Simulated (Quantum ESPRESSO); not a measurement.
Space group P6₃mc (No. 186); a = 3.8698 Å, b = 3.8698 Å, c = 9.8098 Å, α = 90.00°, β = 90.00°, γ = 120.00°

```json
[
 {"atom": "H", "site": "2a", "symmetry": "3m.", "x": "0.0000", "y": "0.0000", "z": "0.1669"},
 {"atom": "O", "site": "2a", "symmetry": "3m.", "x": "0.0000", "y": "0.0000", "z": "0.0681"},
 {"atom": "Cl", "site": "2b", "symmetry": "3m.", "x": "0.3333", "y": "0.6667", "z": "0.3167"},
 {"atom": "Ca", "site": "2b", "symmetry": "3m.", "x": "0.3333", "y": "0.6667", "z": "0.0001"}
]
```

The geometry is that of Materials Project entry mp-642725, symmetrised and not relaxed again.

Q: What does norm-conserving LDA (Quantum ESPRESSO, 84 Ry, without SOC) give for the electronic structure near the Fermi level?

A: The LDA gap is direct, 5.07 eV at Γ. 

The structure is a Materials Project entry; no match was found in the copy of COD used, and its stability was not checked.
